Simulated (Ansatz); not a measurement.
Level of theory: DFT PBE, scalar-relativistic, plane waves, PAW (Ansatz 0.2.0). All cells share a 420 eV cutoff and Γ-centred k meshes spaced at most about 0.3 Å⁻¹ (about 0.25 or finer for metals, 2π included). Collinear spin in cells that started with moments and kept them past the coarse steps, no spin elsewhere.

These are static total energies at zero pressure. All come from trial cells, and lower structures may exist.

Task: These unrelaxed guesses for InO5 are each relaxed within their symmetry. Order them by the energy at which they end, lowest first.
A.

```xyz
6
Lattice="0.0000 3.3694 3.3694 3.3694 0.0000 3.3694 3.3694 3.3694 0.0000" Properties=species:S:1:pos:R:3 pbc="T T T"
In    3.3694    3.3694    3.3694
O     2.4717    2.4717    2.4717
O     4.2671    4.2671    2.4717
O     4.2671    2.4717    4.2671
O     2.4717    4.2671    4.2671
O     0.0000    0.0000    0.0000
```

B.

```xyz
6
Lattice="0.0000 3.2523 3.2523 3.2523 0.0000 3.2523 3.2523 3.2523 0.0000" Properties=species:S:1:pos:R:3 pbc="T T T"
In    0.0000    0.0000    0.0000
O     4.0654    4.0654    2.4392
O     4.0654    2.4392    4.0654
O     2.4392    4.0654    4.0654
O     2.4392    2.4392    2.4392
O     4.8785    4.8785    4.8785
```

C.

```xyz
6
Lattice="4.6902 0.0000 0.0000 -2.3451 4.0619 0.0000 0.0000 0.0000 4.3005" Properties=species:S:1:pos:R:3 pbc="T T T"
In    0.0000    0.0000    0.0000
O     1.4682    0.0000    2.1502
O     1.6110    2.7904    2.1502
O    -0.7341    1.2715    2.1502
O     0.0000    2.7079    0.0000
O     2.3451    1.3540    0.0000
```

D.

```xyz
6
Lattice="4.6684 0.0000 0.0000 -2.3342 4.0429 0.0000 0.0000 0.0000 3.8919" Properties=species:S:1:pos:R:3 pbc="T T T"
In    0.0000    0.0000    0.0000
O     2.3342    0.0000    1.9460
O     1.1671    2.0215    1.9460
O    -1.1671    2.0215    1.9460
O     0.0000    2.6953    0.0000
O     2.3342    1.3476    0.0000
```

Result: D (ends in P6/mmm, 0 meV/atom), C (ends in P-62m, 144 meV/atom), B (ends in F-43m, 0.38 eV/atom), A (ends in F-43m, 0.42 eV/atom). Even the lowest end lies +0.75 eV/atom against the elements.

No dispersion correction is applied, so the spacing and binding between layers, chains or molecules are poorly described (P6/mmm, P-62m), and this can change margins and order among such cells. The magnetic state reached may not be the lowest. Cells relaxed within their symmetry can be saddle points. Some structure types and database cells were kept out of the candidates from the start, so a known form may be missing.
